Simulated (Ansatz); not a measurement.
CoP:
```xyz
2
Lattice="2.7673 0.0000 0.0000 0.0000 2.7673 0.0000 0.0000 0.0000 2.7673" Properties=species:S:1:pos:R:3 pbc="T T T"
Co     0.0000     0.0000     0.0000
P      1.3836     1.3836     1.3836
```

Relaxed with PBEsol. Special points in fractions of this cell's reciprocal vectors: Γ (0.000, 0.000, 0.000); X (0.000, 0.500, 0.000); M (0.500, 0.500, 0.000); R (0.500, 0.500, 0.500).

Problem. List the band energies nearest the Fermi level at these points for the program Ansatz at the PBEsol level (PAW).

Solution. In eV from the Fermi level; about four levels below and three above (degenerate sets whole), none deeper than 8.9 eV; points with the same levels are listed once.

| k | below | above |
|---|---|---|
| Γ | -3.73 -3.73 -1.21 -1.21 -1.21 | 0.66 0.66 0.66 |
| X | -2.97 -2.97 -2.87 -1.04 -0.20 | 5.23 5.23 6.25 |
| M | -3.90 -2.07 -2.07 -0.36 | 0.40 2.04 4.29 |
| R | -6.87 -6.87 -6.87 -6.59 -0.31 -0.31 | 1.25 1.25 1.25 |

Space group Pm-3m (CsCl type). The cell is a constructed one: a structure type filled with these elements; neither database checked (COD, Materials Project) lists it. COD files the formula under space group No. 62. Whether it is the stable phase at ambient conditions was not checked. The cell was relaxed with PBEsol under the symmetry of its start; its stability against distortions is not shown here. The workflow began spin-polarised and lost its moments.

Potentials: the earlier of the program's two PAW sets. The files were generated under PBE; for other functionals the program regenerates the frozen cores, and for LDA and PBEsol the local potential too.
